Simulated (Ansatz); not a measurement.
A geometry of MgF₂ away from equilibrium: the start of the relaxation of a generated trial cell of MgF2 in the AFLOW prototype A2B_oP12_19_2a_a (as in Ag2Se). The numbers are results of PBEsol (plane waves to 420 eV, PAW, scalar-relativistic; Ansatz, a program for electronic structure), not measurements. Γ-centred k-mesh 5×3×3 on the run's cell (coarser than for final values), Fermi–Dirac smearing 0.05 eV.

```xyz
12
Lattice="3.5977 0.0000 0.0000 0.0000 5.8636 0.0000 0.0000 0.0000 6.4465" Properties=species:S:1:pos:R:3 pbc="T T T"
F      1.0254     3.9873     3.6423
F      0.7735     1.8764     0.4190
F      2.5724     1.0555     6.0275
F      2.8242     4.8082     2.8042
F      2.7271     5.7757     4.4803
F      2.6695     0.0880     1.2571
F      0.8707     2.8439     5.1894
F      0.9282     3.0198     1.9662
Mg     1.2916     4.4622     5.5827
Mg     0.5073     1.4014     2.3594
Mg     2.3061     1.5304     4.0871
Mg     3.0905     4.3332     0.8638
```

Q: What forces act on the atoms (eV/Å)?

A: 
```tsv
atom	Fx	Fy	Fz
F1	0.55	1.74	1.66
F2	-0.55	-1.74	1.66
F3	-0.55	1.74	-1.66
F4	0.55	-1.74	-1.66
F5	0.78	-3.20	0.81
F6	-0.78	3.20	0.81
F7	-0.78	-3.20	-0.81
F8	0.78	3.20	-0.81
Mg9	0.82	3.40	-4.20
Mg10	-0.82	-3.40	-4.20
Mg11	-0.82	3.40	4.20
Mg12	0.82	-3.40	4.20
```

Q: What is the pressure?

A: +30.9 GPa, compression positive.

Q: How much energy per atom can still be gained by relaxing?

A: 2.43 eV/atom; the path ends in Pnma (No. 62).

No spin polarisation in the result.

The run could not lose the symmetry of its start.

The first start was generated by placing the elements on the sites of a structure type. Materials Project lists a structure of MgF2 in the same space group, Pnma (No. 62); the sites were not compared with it, nor with measured phases. Known forms of MgF2 include space group No. 136.
